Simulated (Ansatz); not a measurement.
**SnI4O12 — I-127 nuclear quadrupole resonance**

Cell: a refined structure from the COD whose atoms were relaxed with PBE, the cell held.

Space group P-1 (No. 2); a = 5.0576, b = 6.2808, c = 8.3865 Å, α = 87.68°, β = 88.65°, γ = 89.03°.

```
site  Wyckoff  site symmetry       x       y       z
  Sn       1b             -1  0.0000  0.0000  0.5000
  I2       2i              1  0.5061  0.7763  0.2371
  I4       2i              1  0.9804  0.6996  0.8438
  O6       2i              1  0.7834  0.9589  0.2965
  O8       2i              1  0.3033  0.7954  0.4242
 O10       2i              1  0.8470  0.7455  0.6368
 O12       2i              1  0.8261  0.4351  0.8855
 O14       2i              1  0.6674  0.5284  0.2906
 O16       2i              1  0.7311  0.8623  0.9459
```

One atom of each set is listed.

Computed with Ansatz: DFT, PBE, plane waves and PAW, scalar-relativistic, 420 eV cutoff, Γ-centred 4×4×3 k-points, Fermi–Dirac smearing 0.02 eV.

I-127: I = 5/2, Q = -688.2 mb (year-2017 value). Static lattice, zero field.

Task: Predict the zero-field I-127 lines of each site.

Result: For I = 5/2 and η = 0 the lines are 3|C_Q|/20 and twice that; η pulls their ratio below 2.

```csv
site,atoms,V_zz (10²¹ V/m²),C_Q (MHz),η,line frequencies (MHz)
I2,2,-51.8,862,0.49,"159.7, 247.9"
I4,2,-50.2,835,0.19,"130.2, 248.8"
```

At I4 V_zz stands upright on the plane through its three neighbours (within 6°).

Without spin–orbit coupling the gradients at and beside I can be off by some per cent, at some sites by more.
